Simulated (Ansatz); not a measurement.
The relaxed structure here is a generated cell of Hf2Bi2O7: the first start was made by placing the elements on the sites of a structure type, and the end was not matched to a known phase here, so it may be hypothetical.

A structure of Hf2Bi2O7 relaxed with r2SCAN (plane waves to 500 eV, PAW, scalar-relativistic; Ansatz, an electronic-structure program); single points at other levels follow on the same geometry (Ansatz, PAW; HSE06 at 420 eV on a 4×4×4 k-mesh; no spin-orbit coupling). Space group Fd-3m (No. 227).

```yaml
crystal:
  lattice:
    - [0.00000, 5.34303, 5.34303]
    - [5.34303, 0.00000, 5.34303]
    - [5.34303, 5.34303, 0.00000]
  atoms:
    - { symbol: Bi, position: [0.12500, 0.12500, 0.12500] }
    - { symbol: Bi, position: [0.12500, 0.12500, 0.62500] }
    - { symbol: Bi, position: [0.12500, 0.62500, 0.12500] }
    - { symbol: Bi, position: [0.62500, 0.12500, 0.12500] }
    - { symbol: Hf, position: [0.62500, 0.62500, 0.62500] }
    - { symbol: Hf, position: [0.62500, 0.62500, 0.12500] }
    - { symbol: Hf, position: [0.62500, 0.12500, 0.62500] }
    - { symbol: Hf, position: [0.12500, 0.62500, 0.62500] }
    - { symbol: O, position: [0.54349, 0.95651, 0.95651] }
    - { symbol: O, position: [0.95651, 0.54349, 0.54349] }
    - { symbol: O, position: [0.95651, 0.54349, 0.95651] }
    - { symbol: O, position: [0.54349, 0.95651, 0.54349] }
    - { symbol: O, position: [0.95651, 0.95651, 0.54349] }
    - { symbol: O, position: [0.54349, 0.54349, 0.95651] }
    - { symbol: O, position: [0.70651, 0.29349, 0.70651] }
    - { symbol: O, position: [0.29349, 0.70651, 0.29349] }
    - { symbol: O, position: [0.29349, 0.70651, 0.70651] }
    - { symbol: O, position: [0.70651, 0.29349, 0.29349] }
    - { symbol: O, position: [0.29349, 0.29349, 0.70651] }
    - { symbol: O, position: [0.70651, 0.70651, 0.29349] }
    - { symbol: O, position: [0.00000, 0.00000, 0.00000] }
    - { symbol: O, position: [0.25000, 0.25000, 0.25000] }
```

```json
[
 {"level": "r2SCAN", "gap (eV)": "3.44", "kind": "direct", "conduction minimum": "X"},
 {"level": "HSE06", "gap (eV)": "4.16", "kind": "–", "conduction minimum": "k = (0, -0.5, -0.5)"}
]
```

HSE06 gaps come from a coarse mesh plus a few chosen points, so they may be too large. For this cell size the semilocal gaps come from the SCF mesh and high-symmetry points. No spin polarisation in the result.

The run could not lose the symmetry of its start: the end is stationary, and may be a saddle point rather than a minimum.
